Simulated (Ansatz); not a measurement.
**Property card for Na3Bi**

Na3Bi:
```xyz
8
Lattice="5.4139 0.0000 0.0000 -2.7069 4.6886 0.0000 0.0000 0.0000 9.6349" Properties=species:S:1:pos:R:3 pbc="T T T"
Na     0.0000     3.1257     8.8390
Na     2.7069     1.5629     0.7959
Na     2.7069     1.5629     4.0216
Na     0.0000     3.1257     5.6133
Na     0.0000     0.0000     2.4087
Na     0.0000     0.0000     7.2262
Bi     2.7069     1.5629     7.2262
Bi     0.0000     3.1257     2.4087
```

Space group P6_3/mmc (No. 194); conventional cell a = 5.414 Å, b = 5.414 Å, c = 9.635 Å, α = 90.00°, β = 90.00°, γ = 120.00°.

Method: PBEsol in the plane-wave PAW code Ansatz. Structure relaxed to zero pressure with the same functional. Other levels are named where they apply.

### Cell and energy

```yaml
volume_per_atom: 30.57 Å³
density: 3.77 g/cm³
Formation energy from the elements (no fitted shifts): -0.39 eV/atom
```

### Electronic structure

```yaml
electronic_character: no gap, with almost no states at the Fermi level (zero-gap or semimetallic)
Density of states at the Fermi level: 0.00 states/eV per atom (mean over ±0.08 eV)
HSE06 gap on the PBEsol cell: 0.23 eV (a hybrid on a coarse mesh can open a false gap in a semimetal)
Gap with spin–orbit coupling: none (metallic)
```

### Mechanics

```yaml
Bulk modulus (Birch–Murnaghan fit): 18.2 GPa
Pressure derivative B′: 4.1
Elastic constants (relaxed ions, GPa): C11 = 38.3, C12 = 13.9, C13 = 4.2, C33 = 42.7, C44 = 7.6
mechanical_stability: stable (all eigenvalues of C positive)
hill_bulk_and_shear_moduli: 18.2 and 11.2 GPa
Young's modulus: 27.9 GPa
Poisson's ratio: 0.24
debye_temperature_from_the_elastic_constants: 182 K
```

### Phonons

```yaml
highest_zone_centre_frequency: 187 cm⁻¹
zone_centre_stability: no imaginary mode at Γ
```

The workflow started from a Materials Project entry (that database holds measured and hypothetical structures alike); the Crystallography Open Database files this formula in space group No. 194, but the cells were not matched. Its standing as an ambient phase is unchecked. The PBEsol relaxation kept the symmetry of its start. As this level gives no gap, shear constants depend on the k-mesh and smearing (Fermi–Dirac, 0.1 eV here). As this level gives no gap, phonon frequencies hold no LO–TO term and depend on the k-mesh and smearing (Fermi–Dirac, 0.1 eV here). Axis ratios of metals converge slowly with the k-mesh, so a and c are less sure than the volume. The references are the lowest solids computed at this level, not always the standard phases. Scalar-relativistic: spin–orbit coupling is off unless named, which matters more the heavier the elements.

Potentials: the earlier of the program's two PAW sets. The files were generated under PBE; for other functionals the program regenerates the frozen cores, and for LDA and PBEsol the local potential too.
